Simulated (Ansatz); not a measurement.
## EuCd2Sb2 with scf.eigensolver.kind, basis.precision changed

Computed with the plane-wave PAW code Ansatz (scalar-relativistic, PAW set soft_2): PBEsol, collinear spin, 420 eV cutoff, k-mesh 9×9×4. These are the settings of the reference run.

Cell:

```
Cd Eu Sb
1.0
     4.69280    0.00000    0.00000
    -2.34640    4.06409    0.00000
     0.00000    0.00000    7.45338
Cd Eu Sb
2 1 2
Direct
  0.66667 0.33333 0.36366
  0.33333 0.66667 0.63634
  0.00000 0.00000 0.00000
  0.66667 0.33333 0.75975
  0.33333 0.66667 0.24025
```

The reference run of this cell is solved again as a single point with these keys changed:

| key | reference run | changed run |
| --- | --- | --- |
| scf.eigensolver.kind | not typed | davidson |
| basis.precision | not typed | f64 |

Problem. Does this change matter?

Solution. 

| quantity | reference run | changed run |
| --- | --- | --- |
| energy, changed less reference (meV an atom) | 0 | 0.0 |
| pressure (GPa) | 0.0 | 0.0 |
| largest force (eV/Å) | 0.00 | 0.00 |
| gap on the mesh (eV) | 0.00 | 0.00 |
| moment of the cell (μB) | 6.98 | 6.98 |

The results hardly move, so these settings together matter little here, or the typed value is the one that the program takes anyway. It took 19 iterations.

Caveats: the reference run: 4f shell without a U, which puts 4f levels too near the Fermi level; the reference run: open f or d shells may hold a state above the lowest; a single point, atoms not relaxed again.
